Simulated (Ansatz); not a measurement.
## Magnetic order of Sr$_{2}$FeBrO$_{3}$ at several levels

```xyz
14
Lattice="3.9307 0.0000 0.0000 0.0000 3.9307 0.0000 0.0000 0.0000 15.1516" Properties=species:S:1:pos:R:3 pbc="T T T"
Sr    1.9653    0.0000    4.9273
Sr    0.0000    1.9653   10.2243
Sr    1.9653    0.0000    1.3788
Sr    0.0000    1.9653   13.7728
Fe    0.0000    1.9653    2.9646
Fe    1.9653    0.0000   12.1870
Br    0.0000    1.9653    6.3000
Br    1.9653    0.0000    8.8516
O     0.0000    0.0000    3.2987
O     1.9653    1.9653    3.2987
O     1.9653    1.9653   11.8529
O     0.0000    0.0000   11.8529
O     0.0000    1.9653    1.0712
O     1.9653    0.0000   14.0804
```

The same starts (parallel, antiparallel patterns that fit this cell, and no moments) were run with plane-wave PAW DFT (Ansatz 0.2.0; atoms fixed, collinear spin, no spin-orbit coupling; 7×7×2 Γ-centred mesh, fermi-dirac occupations of width 0.050 eV) at these levels: r2SCAN, 500 eV; r2SCAN with U_eff = 3.1 eV on Fe d (all-electron-ortho-atomic projectors), 500 eV.

Problem. How do order, exchange and moments depend on the level?

Solution. The runs give, at zero smearing:

```tsv
level	lowest state	mean moment on Fe (μB)	parallel less best compensated antiparallel (meV per Fe)	gain over no moments (meV per Fe)
r2SCAN	antiparallel, compensated	3.67	+2	1932
r2SCAN + U	antiparallel, compensated	3.85	+1	2950
```

Site moments are taken in small spheres that don't touch (radius about 0.4 of the atom's shortest bond), so those of the magnetic atoms read low. The two orders aren't resolved at any level: the difference runs from +1 to +2 meV per Fe. The moment grows from 3.67 μB under r2SCAN to 3.85 μB under r2SCAN + U.

The cell is that of a Crystallography Open Database entry, unchanged.

Caveats: only orders that fit this cell were tried, so the true order may need a larger cell or canted moments; atoms and cell are held at the entry's values; differences under about 5 meV per magnetic atom weren't tested against a denser mesh or another U, and are taken as unresolved; the U is a value in common use, not computed for this crystal; r2SCAN overestimates the moments and magnetic energies of itinerant metals; the state without moments isn't the paramagnet, so the last column is no ordering energy, and a U inflates it; the nearest magnetic pairs stand parallel in every state found, so their coupling isn't measured.
